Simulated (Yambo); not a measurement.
```
K2LiScF6
1.0
    0.00000     4.14480     4.14480
    4.14480     0.00000     4.14480
    4.14480     4.14480     0.00000
Li F K Sc
1 6 2 1
Cartesian
  4.14480   4.14480   4.14480
  4.14480   4.14480   2.03585
  4.14480   4.14480   6.25376
  2.03585   4.14480   4.14480
  6.25376   4.14480   4.14480
  4.14480   2.03585   4.14480
  4.14480   6.25376   4.14480
  2.07240   2.07240   2.07240
  6.21721   6.21721   6.21721
  0.00000   0.00000   0.00000
```

Response from Yambo on norm-conserving PBEsol (Quantum ESPRESSO, 84 Ry, no spin-orbit coupling) bands: 4×4×4 mesh, 120 bands, 3 Ry local-field block, 0.2 eV broadening.

**Question.** Give the static electronic dielectric constant without and with local fields.

**Answer.** 
| field along | ε(0), independent particles | ε(0), RPA with local fields | refractive index √ε |
|---|---|---|---|
| x | 2.31 | 2.13 | 1.46 |
Electronic (clamped-ion) response only. PBEsol gaps are usually too small, which raises these values. Convergence of the RPA response with its 4×4×4 mesh was not tested.

Geometry of the Materials Project entry, not relaxed at this level.

The structure is a Materials Project entry; no match was found in the copy of COD used, and its stability was not checked.
